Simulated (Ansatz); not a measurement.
Every step of a relaxation of Sb

DFT, PBE, PAW with Ansatz's default frozen-core files, scalar-relativistic (Ansatz 0.2.0); a Γ-centred 14×14×14 k mesh, Fermi–Dirac smearing of 0.05 eV, no spin polarisation. The run relaxes cell and atoms at a target pressure of 0 GPa.

Command: `ansatz run input.yaml --threads 1 --pin off --max-ram 3072MiB --backend cpu --events-out ev --progress --plain --runs-dir out` It took 110 s on 1 thread of Intel(R) Xeon(R) Platinum 8375C CPU @ 2.90GHz (Ice Lake), with other jobs on the host, peak memory 0.62 GiB.

```yaml
crystal:
  lattice:
    - [2.1541001551, 1.2436703044, 3.7580141548]
    - [-2.1541001551, 1.2436703044, 3.7580141548]
    - [0.0, -2.4873406088, 3.7580141548]
  atoms:
    - { symbol: Sb, position: [0.767, 0.767, 0.767] }
    - { symbol: Sb, position: [0.233, 0.233, 0.233] }
kpoints:
  mp_grid: { grid: [14, 14, 14] }
scf:
  occupations: { method: fermi_dirac, width: 0.05 }
hamiltonian:
  xc: pbe
  pseudopotentials: { kind: paw }
output:
  forces: true
  stress: true
relax:
  f_tol: 0.003
  max_steps: 80
  cell: {}
```

Each step lists its free energy a cell above the last geometry, the pressure, the cell vectors (Å), and Cartesian positions (Å) with forces (eV/Å).

The first step:

```
step 1  dF = 26.65 meV  P = 2.88 GPa
  cell 2.1541 1.2437 3.7580  -2.1541 1.2437 3.7580  0.0000 -2.4873 3.7580
  Sb 0.0000 0.0000 8.6472   0.0000 0.0000 -0.2630
  Sb 0.0000 0.0000 2.6269   0.0000 0.0000 0.2630
```

Spin–orbit coupling is left out, which matters for the heavy atoms.

Task: Where does the relaxation end, and by which steps?

Result: After 6 geometries, with conventional a, b, c = 4.375, 4.375, 11.536 Å, at 31.865 Å³/atom (+5.50 % against the start) in space group R-3m, with a shortest distance of 2.950 Å. The further steps:
```
step 2  dF = 20.52 meV  P = -1.88 GPa
  cell 2.2144 1.2785 3.8494  -2.2144 1.2785 3.8494  0.0000 -2.5569 3.8494
  Sb 0.0000 0.0000 8.8319   0.0000 0.0000 0.3294
  Sb 0.0000 0.0000 2.7164   0.0000 0.0000 -0.3294
step 3  dF = 0.85 meV  P = -0.13 GPa
  cell 2.1939 1.2666 3.8061  -2.1939 1.2666 3.8061  0.0000 -2.5333 3.8061
  Sb 0.0000 0.0000 8.7505   0.0000 0.0000 0.0476
  Sb 0.0000 0.0000 2.6677   0.0000 0.0000 -0.0476
step 4  dF = 0.29 meV  P = 0.09 GPa
  cell 2.1885 1.2635 3.8171  -2.1885 1.2635 3.8171  0.0000 -2.5271 3.8171
  Sb 0.0000 0.0000 8.7790   0.0000 0.0000 0.0197
  Sb 0.0000 0.0000 2.6723   0.0000 0.0000 -0.0197
step 5  dF = 0.01 meV  P = 0.01 GPa
  cell 2.1880 1.2632 3.8426  -2.1880 1.2632 3.8426  0.0000 -2.5265 3.8426
  Sb 0.0000 0.0000 8.8449   0.0000 0.0000 -0.0051
  Sb 0.0000 0.0000 2.6829   0.0000 0.0000 0.0051
step 6  dF = 0.00 meV  P = 0.00 GPa
  cell 2.1873 1.2629 3.8452  -2.1873 1.2629 3.8452  0.0000 -2.5257 3.8452
  Sb 0.0000 0.0000 8.8506   0.0000 0.0000 0.0005
  Sb 0.0000 0.0000 2.6851   0.0000 0.0000 -0.0005
step 7  dF = -0.59 meV  P = -0.01 GPa  (same geometry on a basis chosen anew; earlier energies don't compare to the last digit)
  cell 2.1873 1.2629 3.8452  -2.1873 1.2629 3.8452  0.0000 -2.5257 3.8452
  Sb 0.0000 0.0000 8.8506   0.0000 0.0000 0.0006
  Sb 0.0000 0.0000 2.6851   0.0000 0.0000 -0.0006
```
